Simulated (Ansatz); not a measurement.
**Sensitivity of the gradients in CoPtO₂ to the input**

Cell: a computed structure from the Materials Project (it need not be an observed phase), atoms as given.

```
Co Pt O
1.0
     1.41227    0.81537    5.93939
    -1.41227    0.81537    5.93939
     0.00000   -1.63075    5.93939
Co Pt O
1 1 2
Cartesian
  0.0000 0.0000 8.9091
  0.0000 0.0000 0.0000
  0.0000 0.0000 15.8182
  0.0000 0.0000 2.0000
```

Atom numbers follow the list; atoms alike are taken as one site, whose name carries the number of the first.

Reference run. Level of theory: DFT, PBE, plane waves and PAW, scalar-relativistic, collinear spin, 420 eV cutoff, Γ-centred 13×13×13 k-points, Fermi–Dirac smearing 0.05 eV (Ansatz 0.2.0). Start moments as typed (μB): 3 on each Co, none on the rest.

Problem. The input is changed as follows: `hamiltonian.hubbard`: not typed → {sites: [{species: Pt, l: d, u_eff: 2.0}], double_counting: amf}; `kpoints.mp_grid.grid`: [13, 13, 13] → [9, 9, 9]. What happens to V_zz (10²¹ V/m²) and η?

Solution. 

```
site  atom  V_zz reference  η reference  V_zz changed  η changed
  Co     1            1.73         0.00          1.70       0.00
  Pt     2           11.68         0.00         14.27       0.00
   O     3            4.70         0.00          4.62       0.00
```

The largest change of V_zz is on Pt, from 11.68 to 14.27. In per cent, |V_zz| changes by +22 on Pt, -2 on O (all sites that start above 2). SCF iterations: 13 and 20. New warnings: filled band counts differ across k points. In the changed run the k-mesh is coarser than the standard one, so its values aren't converged ones.

On the reference run: At this cell the PBE pressure is 6 GPa, so with PBE the cell would grow if it were relaxed. The entry's cell may itself be off. With no gap above 0.1 eV, as in a metal, the gradients converge slowly in k; expect changes of a tenth or more on a denser mesh. Spin–orbit coupling is left out, which shifts gradients on Pt by a few per cent in wide-gap crystals, and can shift them far more where the calculated gap is small or absent, as here. Semilocal functionals can leave a metal where correlation in the d or f shell opens a gap in the real compound, and that would change the values at and beside Co. With these PAW files V_zz is typically within 2 to 3 % of all-electron values, but misses above 10 % occur on Co. The start moments die out, and the run ends without spin.
